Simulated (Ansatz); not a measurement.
This run works on a proposed trial structure, not on a known crystal.

Input and command of a plane-wave DFT calculation in Ansatz:

```yaml
crystal:
  lattice:
    - [6.5543416326, -3.7862801972, 0.0]
    - [6.5543416326, 3.7862801972, 0.0]
    - [0.0, 0.0, 7.1838273157]
  atoms:
    - { symbol: Be, position: [0.8401252043, 0.1598747957, 0.0022740272] }
    - { symbol: Be, position: [0.1598747957, 0.8401252043, 0.5022740272] }
    - { symbol: Zn, position: [0.1675048897, 0.5058364381, 0.9987178846] }
    - { symbol: Zn, position: [0.4941635619, 0.8324951103, 0.9987178846] }
    - { symbol: Zn, position: [0.5058364381, 0.1675048897, 0.4987178846] }
    - { symbol: Zn, position: [0.8324951103, 0.4941635619, 0.4987178846] }
    - { symbol: Te, position: [0.1472781571, 0.8527218429, 0.1438683693] }
    - { symbol: Te, position: [0.5204088808, 0.1657274027, 0.1157109171] }
    - { symbol: Te, position: [0.8342725973, 0.4795911192, 0.1157109171] }
    - { symbol: Te, position: [0.8527218429, 0.1472781571, 0.6438683693] }
    - { symbol: Te, position: [0.1657274027, 0.5204088808, 0.6157109171] }
    - { symbol: Te, position: [0.4795911192, 0.8342725973, 0.6157109171] }
basis:
  ecutwfc: 420
kpoints:
  mp_grid: { grid: [4, 4, 4] }
hamiltonian:
  xc: pbe
scf:
  occupations: { method: gaussian, width: 0.02 }
output:
  forces: true
  stress: true
  eigenvalues: true
relax:
  adjacent_minimum: "off"
  f_tol: 0.01
  max_steps: 30
  cell: { stress_tol: 0.1, fix: [volume] }
```

```bash
ansatz run input.yaml --threads 1 --pin off --max-ram 2560MiB --backend cpu --events-out ev --progress --plain --runs-dir out
```

Processor: Intel(R) Xeon(R) Processor @ 2.50GHz (Skylake/Cascade Lake), 1 thread, on a host shared with other jobs.

Problem. Estimate time, memory and problem size.

Solution. About 7 min, peak memory 0.87 GiB. It solves 89 bands at 21 k points (after reduction by symmetry) with about 6961 plane waves, in 24 SCF iterations over 4 ionic steps.
